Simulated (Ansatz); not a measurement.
Ga2O3 in space group C2/m (No. 12; Pearson symbol mS20), plane-wave PAW PBE (Ansatz code), all energies at zero smearing, with the estimated change up to a 700 eV cutoff added, with one set of potentials and settings (totals compare only within such a set). Cell of 10 atoms (4 Ga, 6 O): -18540.170 eV.

```
element                            reference phase  E (eV/atom)
-------  -----------------------------------------  -----------
Ga                       Cmce, 4 atoms in the cell   -3783.0209
O        C2/m, 4 atoms in the cell, spin-polarised    -565.0000
```

Formation energy per atom, worked out: (-18540.170 − 4×(-3783.0209) − 6×(-565.0000))/10 = -1.809 eV/atom (-175 kJ per mol of atoms), at 0 K, without zero-point energy or fitted corrections.

The PBE relaxation kept the symmetry of its start. The references are the lowest solids computed at this level, not always the standard phases (solids in place of the gases).

Potentials: the later of the program's two PAW sets.
